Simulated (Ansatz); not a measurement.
**Rh (dhcp): energy against volume**

All numbers below come from Ansatz, DFT, r2SCAN, plane waves (500 eV) with PAW, scalar-relativistic. (PAW data from PBE, frozen cores regenerated.)

The cell is scaled uniformly from the relaxed one, with fractional coordinates and shape fixed. Energies are extrapolated to zero smearing, pressures are those at the given smearing. Magnetic state: spin not included.

A Birch-Murnaghan fit gives V₀ = 13.73 Å³/atom, B₀ = 281 GPa, B₀′ = 5.2.

Task: What are the energy above the minimum and the pressure at 12.107 Å³/atom?

Result: 218.4 meV/atom and 49.36 GPa as computed.

Task: What are the energy above the minimum and the pressure at 13.208 Å³/atom?

Result: 19.0 meV/atom and 12.61 GPa as computed.

Task: What are the energy above the minimum and the pressure at 14.859 Å³/atom?

Result: 68.9 meV/atom and -17.53 GPa as computed.
